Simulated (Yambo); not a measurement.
Excitons in Cs$_{2}$PtH$_{6}$

```xyz
9
Lattice="0.0000 4.4862 4.4862 4.4862 0.0000 4.4862 4.4862 4.4862 0.0000" Properties=species:S:1:pos:R:3 pbc="T T T"
H      4.4862     4.4862     7.3292
H      4.4862     4.4862     1.6432
H      7.3292     4.4862     4.4862
H      1.6432     4.4862     4.4862
H      4.4862     7.3292     4.4862
H      4.4862     1.6432     4.4862
Cs     6.7293     6.7293     6.7293
Cs     2.2431     2.2431     2.2431
Pt     0.0000     0.0000     0.0000
```

The geometry is that of Materials Project entry mp-643243, symmetrised and not relaxed again.

BSE in Yambo on PBEsol (pw.x of Quantum ESPRESSO, ONCV potentials, scalar-relativistic) bands: 4×4×4 mesh, 9 valence and 14 conduction bands, static screening with 88 bands and a 3 Ry block, scissor 2.22 eV, Tamm-Dancoff; field along x.

```tsv
state	energy (eV)	states within 2 meV	relative strength	class	main transitions
1	4.90	3	< 0.01	dark	several band pairs
2	4.91	3	< 0.01	dark	several band pairs
3	5.23	3	< 0.01	dark	several band pairs
4	5.33	3	0.95	strong	several band pairs
5	5.50	2	< 0.01	dark	VB → CB (91 %)
6	5.53	1	< 0.01	dark	VB → CB (81 %)
```

These are vertical excitations (zero momentum). The direct quasiparticle gap on this mesh is 6.06 eV; counted from there, state 1 is bound by 1.17 eV. Convergence with the mesh was not shown.

Spin singlets only. Strengths are relative to the strongest of the lowest states of this run; strong means a line over 3 % of the spectrum's maximum, dark under 0.03 %. Absolute energies carry the error of the G0W0 scissor, whose convergence isn't established.

Without spin-orbit coupling, band edges of such heavy elements can be off by tenths of an eV.

The structure is a Materials Project entry; no match was found in the copy of COD used, and its stability was not checked.
